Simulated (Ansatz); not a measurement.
## Strain response of Al₂GaN₃

All numbers below come from DFT PBEsol, scalar-relativistic, plane waves, PAW (Ansatz 0.2.0). Run with 420 eV cutoff, 8×8×4 k-mesh, Gaussian smearing of 0.02 eV, no spin polarisation.

Starting point, cell and atoms relaxed:

```xyz
12
Lattice="5.7432 -1.5679 0.0009 5.7432 1.5679 0.0009 -1.8962 0.0000 7.1753" Properties=species:S:1:pos:R:3 pbc="T T T"
Al   10.1075    0.0000    2.7946
Al    8.7378    0.0000    5.5747
Al    1.7202    0.0000    3.1899
Al    6.1497    0.0000    0.8120
Ga    3.0734    0.0000    0.4140
Ga    5.6340    0.0000    5.1802
N     1.3447    0.0000    1.3277
N     3.9160    0.0000    6.1175
N     8.4230    0.0000    3.6972
N     7.0704    0.0000    6.4716
N     0.0238    0.0000    4.0521
N     4.4900    0.0000    1.7443
```

Deformation: all cell vectors scaled alike, the atoms relaxed, all within the symmetry that the strain leaves. Energies are extrapolated to zero smearing. Gaps are Kohn–Sham gaps over the whole zone.

```tsv
strain (%)	ΔE (meV/atom)	a (Å)	b (Å)	c (Å)	gap (eV)
-4.0	108.2	5.715	5.715	7.125	4.19
-2.0	25.4	5.834	5.834	7.273	3.72
+0.0	0.0	5.953	5.953	7.422	3.26
+2.0	22.4	6.072	6.072	7.570	2.81
+4.0	84.5	6.192	6.192	7.719	2.37
```

Task: What stiffness (1/V) d²E/dε² at zero strain does a cubic fit over all points give?

Result: A cubic fit gives (1/V) d²E/dε² = 1793 GPa at zero strain (nine times the bulk modulus at fixed shape).

Task: How fast does the gap move with strain on either side?

Result: -231 meV per percent on the compressed side and -226 meV per percent on the stretched side; it is direct at -2.0 %, direct at zero and indirect at +2.0 %.

Cost: 5 runs of about 15 core-minutes in all, on AMD EPYC 7R43 (Zen 3) (shared hosts).